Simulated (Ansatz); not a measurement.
**Structure relaxation, YCl**

The start is a randomly generated symmetric cell of YCl (space group No. 6). The cell and all atomic positions are relaxed at zero pressure with PBE (plane waves to 420 eV, PAW, scalar-relativistic; Ansatz, a quantum-chemistry and plane-wave program). The first steps use a coarse 5×3×5 k-mesh.

Starting cell:
```
YCl
1.0
    4.73181     0.00000     0.00000
    0.00000     8.58907     0.00000
   -0.68622     0.00000     4.97266
Cl Y
3 3
Cartesian
  1.06576   4.29454   0.40149
  3.60551   6.37060   4.97157
  3.60551   2.21847   4.97157
  0.76860   7.16752   4.42641
  0.76860   1.42155   4.42641
  2.51816   0.00000   3.72167
```

Outcome: The space group goes from Pm (No. 6) to Pmmm (No. 47), with 6 atoms in the primitive cell
Energy released: about 1.9 eV/atom
Shortest distances (start → end): The closest pairs of elements (up to four, under 3.6 Å), start → end: Cl–Y 2.13 → 2.79 Å; Y–Y 2.36 → 3.40 Å; Cl–Cl 2.60 → 3.54 Å
Band gap at the end: no gap (metallic)
Optimiser moves: 30

Relaxed structure:

```cif
data_Cl3Y3
_chemical_formula_sum 'Cl3 Y3'
_space_group_name_H-M_alt 'Pmmm'
_space_group_IT_number 47
_space_group_name_Hall '-P 2 2'
_cell_length_a 3.54141
_cell_length_b 5.48517
_cell_length_c 7.93645
_cell_angle_alpha 90.000
_cell_angle_beta 90.000
_cell_angle_gamma 90.000
loop_
_atom_site_label
_atom_site_type_symbol
_atom_site_symmetry_multiplicity
_atom_site_Wyckoff_symbol
_atom_site_fract_x
_atom_site_fract_y
_atom_site_fract_z
_atom_site_occupancy
Cl1 Cl 1 g 0.00000 0.50000 0.50000 1
Cl2 Cl 2 s 0.50000 0.00000 0.27727 1
Y1 Y 2 t 0.50000 0.50000 0.21431 1
Y2 Y 1 a 0.00000 0.00000 0.00000 1
```

Final values are on a 13×9×6 k-mesh of the relaxed cell. The start holds a very short contact (Y–Cl 2.13 Å). No spin polarisation in the result. No Hubbard U is applied.

The run could not lose the symmetry of its start; a randomly shaken copy of 12 atoms returns to this structure.

The relaxed structure here is a generated cell of YCl: the first start was made by a random draw of sites in a space group, and the end was not matched to a known phase here, so it may be hypothetical.
